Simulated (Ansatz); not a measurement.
# CuPt in Ansatz, single run

Launch command:

```bash
ansatz run input.yaml --threads 1 --pin off --max-ram 2560MiB --backend cpu --events-out ev --progress --plain --runs-dir out
```

input.yaml:

```yaml
crystal:
  lattice:
    - [3.19179, 0.0, 0.0]
    - [0.0, 3.19179, 0.0]
    - [0.0, 0.0, 5.610928]
  atoms:
    - { symbol: Pt, position: [0.0, 0.5, 0.0] }
    - { symbol: Pt, position: [0.5, 0.0, 0.5] }
    - { symbol: Cu, position: [0.0, 0.0, 0.25] }
    - { symbol: Cu, position: [0.0, 0.0, 0.75] }
  symmetry: { tolerance: 0.0003 }
kpoints:
  mp_grid: { grid: [6, 6, 3], shift: [0.5, 0.5, 0.5] }
magnetization:
  spin_polarized: false
scf:
  occupations: { method: fermi_dirac }
hamiltonian:
  pseudopotentials: { kind: paw }
  xc: r2scan
basis:
  ecutwfc: 500
output:
  forces: true
  stress: true
  eigenvalues: true
```

Origin of the cell: a known structure type with other elements, at an estimated volume, so it need not be a known compound.

The smearing width isn't typed, so it takes its default of 0.1 eV.

Output (shortened):

```
Pseudopotentials: kind: paw
Pseudopotential: Pt, paw, valence charge 18, recommended cutoff 500 eV (meta_gga), Pt.paw.azcp
Pseudopotential: Cu, paw, valence charge 19, recommended cutoff 500 eV (meta_gga), Cu.paw.azcp
Functional definition: r2SCAN
  exchange = r2scan_x(k0 = k0, k1 = k1, a1 = a1)
  correlation = r2scan_c
Crystal: 4 atoms, lattice volume = 57.161 Å³
Basis set: ecut = 500 eV, 1441 PW (Γ), exchange–correlation on 96×96×180 points (64 copies of the dense FFT grid, shifted against one another)
Bands: 45, of which v1, the nominal top of the filled ones, is band 37 counted from 1 (36 counted from 0)
Symmetry: 16 space group operations
Space group: P42/mmc (ITA 131), of the structure as read, at distance tolerance 1.2e-3 Å
[… 7 lines left out …]
Initial density: superposition of atomic densities (neutral atoms: chi_scale 0, normalization atom), corrected by the library's trained network
Functional: x = r2scan, c = r2scan; τ floored in thin density (d = 2e-4 eV/Å³)
SCF iter   1: F=—  HF=-38328.054079 eV  Δρ=2.80e-2  dr2=2.79e-1  dr2_τ=7.57e-2  defer=4
SCF iter   2: F=—  HF=-38328.035665 eV  Δρ=1.12e-2  dr2=6.09e-2  dr2_τ=3.37e-3  defer=15
SCF iter   3: F=—  HF=-38328.022080 eV  Δρ=9.84e-3  dr2=3.85e-2  dr2_τ=1.66e-3  defer=15
SCF iter   4: F=—  HF=-38328.019381 eV  Δρ=4.66e-3  dr2=1.00e-2  dr2_τ=1.24e-4  defer=15
SCF iter   5: F=—  HF=-38328.018332 eV  Δρ=9.67e-4  dr2=7.29e-4  dr2_τ=1.10e-5  defer=15
SCF iter   6: F=—  HF=-38328.018568 eV  Δρ=4.11e-4  dr2=8.14e-5  dr2_τ=6.88e-6  defer=15
SCF iter   7: F=—  HF=-38328.018608 eV  Δρ=1.66e-4  dr2=1.24e-5  dr2_τ=1.66e-7  defer=15
SCF iter   8: F=—  HF=-38328.018611 eV  Δρ=1.91e-5  dr2=1.24e-7  dr2_τ=6.74e-9  defer=15
SCF iter   9: F=-38328.018611 eV  HF=-38328.018611 eV  Δρ=6.28e-6  dr2=2.23e-8  dr2_τ=2.03e-9
SCF 1 converged in 9 iterations: F = -38328.018611 eV  dr2 = 2.23e-8
SCF converged after 9 iterations
Free energy (F): -38328.018611 eV
Harris-Foulkes:  -38328.018611 eV  (|F-HF|=3.74e-9)
Internal energy: -38327.912067 eV  (E = F + TS)
E sigma→0 (E₀):  -38327.965339 eV
Entropy (-TS):   -0.106545 eV (-26.636 meV/atom)
Fermi energy:    18.640037 eV
--- Per-component energies (eV) ---
  E_band       = -1183.728211
  E_kinetic    = 1903.420149
  E_local      = -13208.558835  (includes V_loc(G=0)·N_el)
  E_nonlocal   = 1203.594705
  E_hartree    = 5685.660426
  E_xc         = -675.793712
  E_vxc        = -936.645250  (∫ρ·V_xc dr)
  E_paw        = -22318.077555  (= ΣΔE_a)
  E_vpaw       = -1579.231527  (= ΣTr[D̂ρ^β])
  E_aug_tail   = 0.000567  (compensation charges beyond the density's cutoff)
  E_vtau       = 62.363492  (kinetic-family band-sum trace: ∫τ·v_τ [+ j·A + Jᵃ·Aᵃ] dr)
  E_ewald      = -10917.092607
  E_core_change = -1.065205  (= ΣΔE_core)
  E_smearing   = -0.106545  (= −TS)
  Σ components = -38328.018611   (vs F -38328.018611, Δ=0.00e0)
--- Forces (eV/Å), atoms counted from 1 ---
  atom   1  Pt     0.000000     0.000000     0.000000
  atom   2  Pt     0.000000     0.000000     0.000000
  atom   3  Cu     0.000000     0.000000    -0.000000
  atom   4  Cu     0.000000     0.000000     0.000000
  max |Σ_I F_I| component: 0.0 eV/Å
--- Stress (GPa, compression-positive) ---
       60.298074       0.000000       0.000000
        0.000000      60.298074       0.000000
        0.000000       0.000000     105.016484
  P = ⅓ Tr σ = 75.2042 GPa (752.042 kbar)
```

Caveats: no moments, though an odd count or open d shells may carry them; no spin-orbit coupling, though heavy elements are present; the given cell is far from equilibrium, with atoms too close or a volume far off; the k mesh is coarse if the cell is a metal.

The run took 5.8 s on 1 thread of Arm Neoverse V1, with other jobs on the host, peak memory 0.43 GiB, from the program's own first density.
